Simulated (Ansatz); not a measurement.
Y (hcp, Mg type)

```cif
data_Y2
_chemical_formula_sum 'Y2'
_space_group_name_H-M_alt 'P63/mmc'
_space_group_IT_number 194
_space_group_name_Hall '-P 6c 2c'
_cell_length_a 3.68262
_cell_length_b 3.68262
_cell_length_c 5.69845
_cell_angle_alpha 90.000
_cell_angle_beta 90.000
_cell_angle_gamma 120.000
loop_
_atom_site_label
_atom_site_type_symbol
_atom_site_symmetry_multiplicity
_atom_site_Wyckoff_symbol
_atom_site_fract_x
_atom_site_fract_y
_atom_site_fract_z
_atom_site_occupancy
Y1 Y 2 d 0.66667 0.33333 0.25000 1
```

This relaxed cell (volume V₀) is scaled evenly in all directions, its shape held. Symmetry pins the atoms to their sites.

Calculation: r2SCAN (plane waves to 500 eV, PAW, scalar-relativistic; Ansatz, a program for electronic structure). k mesh 15×15×8 (Γ-centred), Fermi-Dirac smearing 0.05 eV. The energy includes the smearing's −TS. Compression counts positive. The PAW data are Ansatz's earlier set. Y is run without spin polarisation. Y was relaxed with its symmetry unable to fall. The zero of ΔE is the relaxed starting cell.

Question: Estimate the ΔE (kJ/mol of atoms) and P (GPa) for V/V₀ = 0.840, 0.880, 0.960, 1.040, 1.120, 1.160.

Answer: 
```
V/V₀   ΔE (kJ/mol of atoms)  P (GPa)
-----  --------------------  -------
0.840                  13.1      9.1
0.880                   7.0      6.3
0.960                   0.7      1.8
1.040                   0.6     -1.5
1.120                   5.0     -3.8
1.160                   8.5     -4.7
```

(A scan under strain: stresses follow from slopes of the energy per volume, elastic moduli from its curvatures.)
